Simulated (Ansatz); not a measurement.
Relaxation of a generated trial cell of CeO2 in the AFLOW prototype AB2_hP9_162_ad_k (as in V2N); 9 atoms in the cell, which starts as P-31m (No. 162), hP9; a = b = 5.6413 Å, c = 5.2409 Å, α = β = 90.00°, γ = 120.00°. These are PBE (plane waves to 420 eV, PAW, scalar-relativistic; Ansatz, an electronic-structure program) values and carry that method's errors. Γ-centred k-mesh 5×5×5 on the run's cell (coarser than for final values), Fermi–Dirac smearing 0.05 eV. This is the first round of the run. Spin-polarised start, with parallel moments on Ce.

The optimiser's lines from the output (shortened; P is positive under compression):

```
relax step   1: F+E_penalty+E_count = -23145.34389004 eV  Δ(F+E_penalty+E_count) = +0.000e0 eV  max|allowed force component| = 3.123e-1 eV/Å  Δτ_max = 0.0000 Å  P = +3.179 GPa  Ω = 144.444 Å³  (12 SCF iters, dr2 threshold 1.00e-7 eV, accepted)
relax step   2: F+E_penalty+E_count = -23145.74050947 eV  Δ(F+E_penalty+E_count) = -3.966e-1 eV  max|allowed force component| = 8.368e-2 eV/Å  Δτ_max = 0.0494 Å  P = -2.144 GPa  Ω = 147.054 Å³  (9 SCF iters, dr2 threshold 9.00e-7 eV, accepted)
relax step   3: F+E_penalty+E_count = -23145.87281255 eV  Δ(F+E_penalty+E_count) = -1.323e-1 eV  max|allowed force component| = 8.085e-3 eV/Å  Δτ_max = 0.0061 Å  P = -1.046 GPa  Ω = 143.629 Å³  (8 SCF iters, dr2 threshold 9.00e-7 eV, accepted)
relax step   4: F+E_penalty+E_count = -23145.88445042 eV  Δ(F+E_penalty+E_count) = -1.164e-2 eV  max|allowed force component| = 2.731e-2 eV/Å  Δτ_max = 0.0108 Å  P = +0.190 GPa  Ω = 141.560 Å³  (7 SCF iters, dr2 threshold 9.00e-7 eV, accepted)
relax step   5: F+E_penalty+E_count = -23145.88453558 eV  Δ(F+E_penalty+E_count) = -8.516e-5 eV  max|allowed force component| = 1.408e-2 eV/Å  Δτ_max = 0.0061 Å  P = +0.006 GPa  Ω = 141.832 Å³  (6 SCF iters, dr2 threshold 1.26e-7 eV, accepted)
relax step   6: F+E_penalty+E_count = -23145.88445751 eV  Δ(F+E_penalty+E_count) = +7.807e-5 eV  max|allowed force component| = 1.410e-2 eV/Å  Δτ_max = 0.0020 Å  P = +0.001 GPa  Ω = 141.871 Å³  (7 SCF iters, dr2 threshold 1.24e-8 eV, rejected (line search))
relax step   7: F+E_penalty+E_count = -23145.88454925 eV  Δ(F+E_penalty+E_count) = -1.366e-5 eV  max|allowed force component| = 2.177e-4 eV/Å  Δτ_max = 0.0010 Å  P = -0.000 GPa  Ω = 141.852 Å³  (10 SCF iters, accepted)
relax step   8: F+E_penalty+E_count = -23145.90851096 eV  Δ(F+E_penalty+E_count) = -2.396e-2 eV  max|allowed force component| = 5.129e-4 eV/Å  Δτ_max = 0.0000 Å  P = +0.251 GPa  Ω = 141.852 Å³  stress off target by 4.55e-1 GPa  SCF on the basis re-selected at this cell (its energy is not comparable with the rows above)  (9 SCF iters)
relax step   9: F+E_penalty+E_count = -23145.91022817 eV  Δ(F+E_penalty+E_count) = -1.717e-3 eV  max|allowed force component| = 3.105e-3 eV/Å  Δτ_max = 0.0013 Å  P = -0.036 GPa  Ω = 141.745 Å³  (6 SCF iters, dr2 threshold 5.17e-7 eV, accepted)
relax step  10: F+E_penalty+E_count = -23145.91022932 eV  Δ(F+E_penalty+E_count) = -1.151e-6 eV  max|allowed force component| = 2.961e-5 eV/Å  Δτ_max = 0.0005 Å  P = +0.002 GPa  Ω = 141.764 Å³  (6 SCF iters, dr2 threshold 1.08e-8 eV, accepted)
relax step  11: F+E_penalty+E_count = -23145.91016985 eV  Δ(F+E_penalty+E_count) = +5.948e-5 eV  max|allowed force component| = 6.714e-5 eV/Å  Δτ_max = 0.0000 Å  P = +0.001 GPa  Ω = 141.764 Å³  stress off target by 2.23e-2 GPa  SCF on the basis re-selected at this cell (its energy is not comparable with the rows above)  (6 SCF iters)
relax step  12: F+E_penalty+E_count = -23145.91021929 eV  Δ(F+E_penalty+E_count) = -4.944e-5 eV  max|allowed force component| = 1.564e-4 eV/Å  Δτ_max = 0.0001 Å  P = +0.002 GPa  Ω = 141.740 Å³  (6 SCF iters, dr2 threshold 1.24e-9 eV, accepted)
relax step  13: F+E_penalty+E_count = -23145.91025441 eV  Δ(F+E_penalty+E_count) = -3.512e-5 eV  max|allowed force component| = 1.544e-4 eV/Å  Δτ_max = 0.0000 Å  P = +0.002 GPa  Ω = 141.740 Å³  stress off target by 2.53e-3 GPa  SCF on the basis re-selected at this cell (its energy is not comparable with the rows above)  (5 SCF iters)
```

From the first to the last row the energy changes by -0.06 eV/atom and the volume by -1.9 %. The last row is marked as not comparable with the walk above it, whose basis was carried along; it does compare with step 1, since both stand on a basis selected at the nominal cutoff for their own cell.

Step 6 was rejected by the optimiser.

Later rounds, restarted from the end of this one on a renewed k-mesh, logged 2 more steps and released under 0.01 eV/atom more. The final structure after all rounds: P-31m (No. 162), hP9, AFLOW prototype AB2_hP9_162_ad_k (as in V2N); a = b = 5.950 Å, c = 4.624 Å, α = β = 90.00°, γ = 120.00°. Between re-selections the logged energies stand on a plane-wave basis carried along with the cell. No spin polarisation in the result: the starting moments vanished. The d or f electrons are treated with no Hubbard U. The 4f state was not searched, so a lower electronic state may exist.

The run could not lose the symmetry of its start, so the end can be a saddle point.

The relaxed structure here is a generated cell of CeO2: the first start was made by placing the elements on the sites of a structure type, and the end was not matched to a known phase here, so it may be hypothetical. Known forms of CeO2 include space group No. 225.
